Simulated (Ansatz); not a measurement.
Input, command and steps of an Ansatz relaxation.

```yaml
crystal:
  lattice:
    - [6.1478902374, 0.0, 0.0]
    - [-3.0739451187, 5.3242291252, 0.0]
    - [0.0, 0.0, 3.8470147142]
  atoms:
    - { symbol: Ba, position: [0.3333333333, 0.6666666667, 0.0] }
    - { symbol: Ba, position: [0.6666666667, 0.3333333333, 0.0] }
    - { symbol: Al, position: [0.5, 0.0, 0.5] }
    - { symbol: Al, position: [0.5, 0.5, 0.5] }
    - { symbol: Al, position: [0.0, 0.5, 0.5] }
    - { symbol: C, position: [0.0, 0.0, 0.0] }
basis:
  ecutwfc: 500
kpoints:
  mp_grid: { grid: [3, 3, 4] }
hamiltonian:
  xc: r2scan
scf:
  occupations: { method: gaussian, width: 0.1 }
  lower_state_search: "off"
output:
  forces: true
  stress: true
  eigenvalues: true
relax:
  adjacent_minimum: "off"
  f_tol: 0.04
  max_steps: 70
  cell: { stress_tol: 0.4 }
```

```bash
ansatz run input.yaml --threads 1 --pin off --max-ram 2560MiB --backend cpu --events-out ev --progress --plain --runs-dir out
```

These are results of DFT r2SCAN, scalar-relativistic, plane waves, PAW (Ansatz 0.2.0), not measurements.

Of 19 frames 10 are shown, positions in Å and forces in eV/Å; the SCF threshold varies from step to step. Steps run on the plane waves of an earlier cell, with a Pulay correction in the pressure. The basis is chosen afresh for the last frame, the zero of the energies, and at times for earlier ones too; energy and pressure can step there, also at an unchanged geometry. Here that happened at step 16 (-89 meV/atom, 1.6 GPa); frames between the last choice of the basis and such a step carry an error that grows, as the cell changes, to that size.

```xyz
6
Lattice="6.1479 0.0000 0.0000 -3.0739 5.3242 0.0000 0.0000 0.0000 3.8470" Properties=species:S:1:pos:R:3:forces:R:3 pbc="T T T" step=1 free_energy_over_end_meV_per_atom=2241.72 pressure_GPa=31.90
Ba    0.0000    3.5495    0.0000    0.0000    0.0000    0.0000
Ba    3.0739    1.7747    0.0000    0.0000    0.0000    0.0000
Al    3.0739    0.0000    1.9235    0.0000    0.0000    0.0000
Al    1.5370    2.6621    1.9235    0.0000    0.0000    0.0000
Al   -1.5370    2.6621    1.9235    0.0000    0.0000    0.0000
C     0.0000    0.0000    0.0000    0.0000    0.0000    0.0000
6
Lattice="6.1942 0.0000 0.0000 -3.0971 5.3644 0.0000 0.0000 0.0000 4.2220" Properties=species:S:1:pos:R:3:forces:R:3 pbc="T T T" step=3 free_energy_over_end_meV_per_atom=1467.48 pressure_GPa=16.86
Ba    0.0000    3.5762    0.0000    0.0000    0.0000    0.0000
Ba    3.0971    1.7881    0.0000    0.0000    0.0000    0.0000
Al    3.0971    0.0000    2.1110    0.0000    0.0000    0.0000
Al    1.5486    2.6822    2.1110    0.0000    0.0000    0.0000
Al   -1.5486    2.6822    2.1110    0.0000    0.0000    0.0000
C     0.0000    0.0000    0.0000    0.0000    0.0000    0.0000
6
Lattice="6.1198 0.0000 0.0000 -3.0599 5.2999 0.0000 0.0000 0.0000 4.6019" Properties=species:S:1:pos:R:3:forces:R:3 pbc="T T T" step=5 free_energy_over_end_meV_per_atom=970.16 pressure_GPa=9.34
Ba    0.0000    3.5332    0.0000    0.0000    0.0000    0.0000
Ba    3.0599    1.7666    0.0000    0.0000    0.0000    0.0000
Al    3.0599    0.0000    2.3009    0.0000    0.0000    0.0000
Al    1.5299    2.6499    2.3009    0.0000    0.0000    0.0000
Al   -1.5299    2.6499    2.3009    0.0000    0.0000    0.0000
C     0.0000    0.0000    0.0000    0.0000    0.0000    0.0000
6
Lattice="5.9916 0.0000 0.0000 -2.9958 5.1888 0.0000 0.0000 0.0000 4.9768" Properties=species:S:1:pos:R:3:forces:R:3 pbc="T T T" step=7 free_energy_over_end_meV_per_atom=637.24 pressure_GPa=4.38
Ba    0.0000    3.4592    0.0000    0.0000    0.0000    0.0000
Ba    2.9958    1.7296    0.0000    0.0000    0.0000    0.0000
Al    2.9958    0.0000    2.4884    0.0000    0.0000    0.0000
Al    1.4979    2.5944    2.4884    0.0000    0.0000    0.0000
Al   -1.4979    2.5944    2.4884    0.0000    0.0000    0.0000
C     0.0000    0.0000    0.0000    0.0000    0.0000    0.0000
6
Lattice="5.7504 0.0000 0.0000 -2.8752 4.9800 0.0000 0.0000 0.0000 5.3563" Properties=species:S:1:pos:R:3:forces:R:3 pbc="T T T" step=9 free_energy_over_end_meV_per_atom=384.18 pressure_GPa=2.48
Ba    0.0000    3.3200    0.0000    0.0000    0.0000    0.0000
Ba    2.8752    1.6600    0.0000    0.0000    0.0000    0.0000
Al    2.8752    0.0000    2.6782    0.0000    0.0000    0.0000
Al    1.4376    2.4900    2.6782    0.0000    0.0000    0.0000
Al   -1.4376    2.4900    2.6782    0.0000    0.0000    0.0000
C     0.0000    0.0000    0.0000    0.0000    0.0000    0.0000
6
Lattice="5.5134 0.0000 0.0000 -2.7567 4.7748 0.0000 0.0000 0.0000 5.7326" Properties=species:S:1:pos:R:3:forces:R:3 pbc="T T T" step=11 free_energy_over_end_meV_per_atom=204.01 pressure_GPa=2.43
Ba    0.0000    3.1832    0.0000    0.0000    0.0000    0.0000
Ba    2.7567    1.5916    0.0000    0.0000    0.0000    0.0000
Al    2.7567    0.0000    2.8663    0.0000    0.0000    0.0000
Al    1.3784    2.3874    2.8663    0.0000    0.0000    0.0000
Al   -1.3784    2.3874    2.8663    0.0000    0.0000    0.0000
C     0.0000    0.0000    0.0000    0.0000    0.0000    0.0000
6
Lattice="5.4409 0.0000 0.0000 -2.7204 4.7119 0.0000 0.0000 0.0000 6.1126" Properties=species:S:1:pos:R:3:forces:R:3 pbc="T T T" step=13 free_energy_over_end_meV_per_atom=127.72 pressure_GPa=1.01
Ba    0.0000    3.1413    0.0000    0.0000    0.0000    0.0000
Ba    2.7204    1.5706    0.0000    0.0000    0.0000    0.0000
Al    2.7204    0.0000    3.0563    0.0000    0.0000    0.0000
Al    1.3602    2.3560    3.0563    0.0000    0.0000    0.0000
Al   -1.3602    2.3560    3.0563    0.0000    0.0000    0.0000
C     0.0000    0.0000    0.0000    0.0000    0.0000    0.0000
6
Lattice="5.4085 0.0000 0.0000 -2.7042 4.6839 0.0000 0.0000 0.0000 6.3884" Properties=species:S:1:pos:R:3:forces:R:3 pbc="T T T" step=15 free_energy_over_end_meV_per_atom=113.81 pressure_GPa=-0.08
Ba    0.0000    3.1226    0.0000    0.0000    0.0000    0.0000
Ba    2.7042    1.5613    0.0000    0.0000    0.0000    0.0000
Al    2.7042    0.0000    3.1942    0.0000    0.0000    0.0000
Al    1.3521    2.3419    3.1942    0.0000    0.0000    0.0000
Al   -1.3521    2.3419    3.1942    0.0000    0.0000    0.0000
C     0.0000    0.0000    0.0000    0.0000    0.0000    0.0000
6
Lattice="5.3992 0.0000 0.0000 -2.6996 4.6759 0.0000 0.0000 0.0000 6.5807" Properties=species:S:1:pos:R:3:forces:R:3 pbc="T T T" step=17 free_energy_over_end_meV_per_atom=6.51 pressure_GPa=0.73
Ba    0.0000    3.1172    0.0000    0.0000    0.0000    0.0000
Ba    2.6996    1.5586    0.0000    0.0000    0.0000    0.0000
Al    2.6996    0.0000    3.2904    0.0000    0.0000    0.0000
Al    1.3498    2.3379    3.2904    0.0000    0.0000    0.0000
Al   -1.3498    2.3379    3.2904    0.0000    0.0000    0.0000
C     0.0000    0.0000    0.0000    0.0000    0.0000    0.0000
6
Lattice="5.3864 0.0000 0.0000 -2.6932 4.6647 0.0000 0.0000 0.0000 6.7731" Properties=species:S:1:pos:R:3:forces:R:3 pbc="T T T" step=19 free_energy_over_end_meV_per_atom=0.00 pressure_GPa=0.10
Ba    0.0000    3.1098    0.0000    0.0000    0.0000    0.0000
Ba    2.6932    1.5549    0.0000    0.0000    0.0000    0.0000
Al    2.6932    0.0000    3.3865    0.0000    0.0000    0.0000
Al    1.3466    2.3324    3.3865    0.0000    0.0000    0.0000
Al   -1.3466    2.3324    3.3865    0.0000    0.0000    0.0000
C     0.0000    0.0000    0.0000    0.0000    0.0000    0.0000
```

The start puts this composition into another compound's structure type, which needn't suit it. The cell swells from 21.0 to 28.4 Å³ an atom, so the end can be far from any stable crystal. At the end the space group is P6/mmm (tolerance 0.05 Å).

Time: 2.9 min on 1 thread of Arm Neoverse V1 (shared host), peak memory 0.75 GiB.

The k mesh is coarse.